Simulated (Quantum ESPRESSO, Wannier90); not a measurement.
## Tight-binding from DFT: AlInSb2 (P-4m2)

```xyz
4
Lattice="4.5062 0.0000 0.0000 0.0000 4.5062 0.0000 0.0000 0.0000 6.3488" Properties=species:S:1:pos:R:3 pbc="T T T"
Al     0.0000     0.0000     0.0000
In     2.2531     2.2531     3.1744
Sb     0.0000     2.2531     1.4816
Sb     2.2531     0.0000    -1.4816
```

Cell from Materials Project (mp-1228890), symmetrised, no further relaxation. Not found in the COD (Crystallography Open Database) copy used; not checked further. Computed values, not measurements, from PBEsol: Quantum ESPRESSO (norm-conserving PseudoDojo potentials, cutoff 64 Ry, spinors with spin-orbit coupling) on a Γ-centred 6×6×4 mesh, then Wannier90. Density: 8×8×6 mesh, Gaussian smearing 0.01 Ry. With spin-orbit coupling a semilocal functional can close or falsely invert a small gap; the band order was not checked against a better method. The gap is small at this level and was sampled on the meshes and a path alone.

Base run: 32 functions from bands 31-82 of the 82 computed, start hydrogen-like Al: s;p; In: s;p; Sb: s;p, centres 0.05 Å off the atoms, frozen window up to 1.66 eV relative to the valence-band maximum, outer window open. One setting was then changed (edges relative to the valence-band maximum; misfit to pw.x on a path, for states up to 1.2 eV relative to the valence-band maximum).

```csv
run,Ω_I (Å²),rms misfit (meV),worst (meV)
base,63.17,6.2,64
changed,58.78,109,850
```

Task: Which change was made?
(A) frozen window to 0.66 eV
(B) no frozen window
(C) only the lowest 42 of the kept bands

Result: A, frozen window to 0.66 eV. The others give:

| run | Ω_I (Å²) | rms misfit (meV) | worst (meV) |
|---|---|---|---|
| no frozen window | 56.97 | 183 | 1096 |
| only the lowest 42 of the kept bands | 76.12 | 5.9 | 59 |
